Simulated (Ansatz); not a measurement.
SiGe:
```
SiGe
1.0
    3.87016     0.00000     0.00000
   -1.93508     3.35165     0.00000
    0.00000     0.00000     6.39399
Si Ge
2 2
Direct
  0.66667   0.33333   0.87452
  0.33333   0.66667   0.37452
  0.66667   0.33333   0.50048
  0.33333   0.66667   0.00048
```

Relaxed with LDA. Special points in fractions of this cell's reciprocal vectors: Γ (0.000, 0.000, 0.000); M (0.500, 0.000, 0.000); K (0.333, 0.333, 0.000); A (0.000, 0.000, 0.500); L (0.500, 0.000, 0.500); H (0.333, 0.333, 0.500).

**Question.** List the band energies nearest the valence-band maximum at these points for LDA (plane waves, PAW; program Ansatz).

**Answer.** In eV from the valence-band maximum; about four levels below and three above (degenerate sets whole), none deeper than 8.9 eV; points with the same levels are listed once.

```
k                        below                          above
-  ---------------------------  -----------------------------
Γ  -1.61 -1.61 -0.33 0.00 0.00            0.43 1.56 2.03 2.03
M      -4.87 -3.24 -3.10 -1.56                 0.32 1.99 3.18
K      -5.37 -3.73 -3.73 -3.47                 0.91 4.85 4.85
A      -0.98 -0.98 -0.98 -0.98  1.23 1.23 3.10 3.10 3.10 3.10
L      -2.65 -2.65 -2.57 -2.57            0.60 0.60 1.77 1.77
H      -4.64 -4.64 -2.14 -2.14            1.35 1.35 3.70 3.70
```

Space group P6_3mc (wurtzite). The first step of the workflow began from a Materials Project structure, measured or hypothetical; the Crystallography Open Database copy checked does not list it. Its standing as an ambient phase is unchecked. Symmetry was held in the LDA relaxation; its stability against distortions is not shown here. Spin–orbit coupling is left out wherever it is not named.

Potentials: the earlier of the program's two PAW sets. The files were generated under PBE; for other functionals the program regenerates the frozen cores, and for LDA and PBEsol the local potential too.
